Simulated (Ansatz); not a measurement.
A distorted cell of AlN (wurtzite):

```xyz
4
Lattice="3.1067 0.0000 0.0000 -1.5534 2.6905 0.0000 0.0000 0.0000 4.9785" Properties=species:S:1:pos:R:3 pbc="T T T"
Al     0.0000     1.7937     4.9615
Al     1.5534     0.8968     2.4723
N      0.0000     1.7937     1.8829
N      1.7146     1.0580     4.3721
```

Level of theory: r2SCAN (plane waves to 500 eV, PAW, scalar-relativistic; Ansatz, an electronic-structure program). k mesh 10×10×6 (Γ-centred), Fermi-Dirac smearing 0.05 eV. Energies are smeared free energies. Stress and pressure are positive under compression. AlN was relaxed with its symmetry unable to fall.

**Question.** What forces act on the atoms (eV/Å, Cartesian)?

**Answer.** 
```tsv
atom	Fx	Fy	Fz
Al1	3.897	2.482	0.999
Al2	0.268	0.271	0.115
N3	0.180	0.130	-0.025
N4	-4.345	-2.884	-1.089
```

**Question.** What is the stress tensor (GPa)?

**Answer.** 
```
   13.0      8.9      6.8
    8.9     -1.9      3.8
    6.8      3.8      1.7
```
The pressure, a third of the trace, is 4.3 GPa.

**Question.** In it atom 4 sits (0.161, 0.161, 0.000) Å away from its relaxed site. What is its energy relative to the relaxed cell?

**Answer.** 521 meV/cell.

(For displaced atoms, the force is minus the slope of the energy, and its curvature is a force constant, which sets phonon frequencies.)
